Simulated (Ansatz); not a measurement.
Take a crystal in which Ba has been replaced by Be on all its sites, with the cell rescaled by a rough guess (in some cases also distorted within its space group) and nothing relaxed:

```cif
data_structure
_symmetry_space_group_name_H-M 'P 1'
_symmetry_Int_Tables_number 1
_cell_length_a 2.6825
_cell_length_b 2.6825
_cell_length_c 2.6825
_cell_angle_alpha 90.000
_cell_angle_beta 90.000
_cell_angle_gamma 90.000
_cell_volume 19.30
loop_
_atom_site_label
_atom_site_type_symbol
_atom_site_fract_x
_atom_site_fract_y
_atom_site_fract_z
_atom_site_occupancy
Be1 Be 0.00000 0.00000 0.00000 1
```

Method: DFT PBEsol, scalar-relativistic, plane waves, PAW (Ansatz).

Settings: cutoff 420 eV, Γ-centred mesh 16×16×16 on the computed 1-atom cell, Gaussian smearing of 0.10 eV; no spin polarisation.

**Question.** Will this cell want to expand or contract, and how hard?

**Answer.** The pressure is -16.1 GPa (positive in compression), so the cell would contract.

**Question.** Is it a metal on this mesh?

**Answer.** Yes, a band crosses the Fermi level.

This simple cubic form isn't the element's structure at ambient conditions.